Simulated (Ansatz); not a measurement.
Li2O (anti-fluorite)

```
Li2O
1.0
    0.00000     2.31307     2.31307
    2.31307     0.00000     2.31307
    2.31307     2.31307     0.00000
O Li
1 2
Cartesian
  0.00000   0.00000   0.00000
  1.15654   1.15654   1.15654
  3.46961   3.46961   3.46961
```

Equation-of-state scan: isotropic scaling of the cell above, V₀ being its volume. Symmetry pins the atoms to their sites.

Calculation: PBE (plane waves to 420 eV, PAW, scalar-relativistic; Ansatz, a first-principles code). k mesh 12×12×12 (Γ-centred), Fermi-Dirac smearing 0.05 eV. The energy includes the smearing's −TS. Compression counts positive. Li2O was relaxed with its symmetry unable to fall. ΔE is measured from the relaxed starting cell.

```json
[
 {"V (Å³/atom)": "6.930", "ΔE (meV/atom)": "69.2"},
 {"V (Å³/atom)": "7.260", "ΔE (meV/atom)": "withheld"},
 {"V (Å³/atom)": "7.590", "ΔE (meV/atom)": "15.0"},
 {"V (Å³/atom)": "7.920", "ΔE (meV/atom)": "3.5"},
 {"V (Å³/atom)": "8.250", "ΔE (meV/atom)": "0.0"},
 {"V (Å³/atom)": "8.580", "ΔE (meV/atom)": "3.1"},
 {"V (Å³/atom)": "8.910", "ΔE (meV/atom)": "11.6"},
 {"V (Å³/atom)": "9.240", "ΔE (meV/atom)": "24.5"},
 {"V (Å³/atom)": "9.570", "ΔE (meV/atom)": "41.1"}
]
```

Question: Fit a third-order Birch-Murnaghan form (E₀, V₀, B₀, B₀′ free) to the given rows and predict ΔE at V = 7.260.

Answer: Least squares on the 8 given rows: ΔE = E₀ + (9V₀B₀/16)·y²·[2 + (B₀′ − 4)y], y = (V₀/V)^(2/3) − 1, with V₀ = 8.250 Å³/atom, B₀ = 79.33 GPa (160.2 GPa = 1 eV/Å³; the term in eV is multiplied by 1000), B₀′ = 3.85, E₀ = 0.03 meV/atom; root-mean-square residual 0.02 meV/atom. At 7.260 the fit gives 36.2 meV/atom; the calculation gives 36.2 meV/atom, the same to the digits shown. For the pressure the fit gives 13.0 GPa against the computed 13.0 GPa.

(Under strain, the slope of the energy per volume gives the stress and its curvature an elastic modulus.)
